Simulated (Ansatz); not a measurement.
Si:
```
CELL_PARAMETERS angstrom
      0.00000     2.70077     2.70077
      2.70077     0.00000     2.70077
      2.70077     2.70077     0.00000
ATOMIC_POSITIONS crystal
  Si 0.75000 0.75000 0.75000
  Si 0.50000 0.50000 0.50000
```

Relaxed with LDA.

List the phonon frequencies at the special points (DFPT on a 4×4×4 q-mesh, Fourier-interpolated; the program Ansatz at the LDA level (PAW)).

In cm⁻¹.

| q | frequencies |
|---|---|
| Γ | 0 0 0 514 514 514 |
| X | 135 135 409 409 461 461 |
| U | 148 200 361 371 460 478 |
| K | 148 200 361 371 460 478 |
| L | 104 104 372 413 490 490 |
| W | 197 197 352 352 467 467 |

Space group Fd-3m (diamond). Symmetry was held in the LDA relaxation; phonons on a q-mesh show no instability.

Potentials: the earlier of the program's two PAW sets.
